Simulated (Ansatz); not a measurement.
**Kick test of a cell of SiP7**

The cell was found from a structure generator's guess, not taken from experiment.

Theory: Ansatz, DFT PBE, scalar-relativistic, plane waves, PAW. Settings: cutoff 420 eV, Γ-centred mesh 8×8×8 on the computed 8-atom cell, Gaussian smearing of 0.10 eV; no spin polarisation.

The cell below (8 atoms, space group Fmmm (No. 69)) is relaxed within its symmetry.

```
Si P
1.0
     0.00000    3.47615    6.90573
     2.46851    0.00000    6.90573
     2.46851    3.47615    0.00000
Si P
1 7
Direct
  0.50000 0.50000 0.50000
  0.12761 0.62219 0.37781
  0.87239 0.37781 0.62219
  0.62219 0.12761 0.87239
  0.37781 0.87239 0.12761
  0.74887 0.74887 0.25113
  0.25113 0.25113 0.74887
  0.00000 0.00000 0.00000
```

For the test it was strained at random (σ = 1.5 % a component), the atoms were moved at random (σ = 0.10 Å), and all was relaxed again on a coarse 6×6×6 mesh (in the run’s order of axes) with 0.20 eV smearing, with no symmetry imposed.

An odd number of electrons in the primitive cell allows no gap without spin; a larger cell or a magnetic state could open one. The cell is a metal run without spin; a magnetic state may lie lower.

Question: Is the structure stable against such a distortion?

Answer: It returns, within 2 meV/atom of the unmoved cell on that mesh and with the same symmetry when read at 0.1 Å. So it is stable against the distortions that fit this cell and that this random move excites. Modes that don't fit the cell aren't tested.
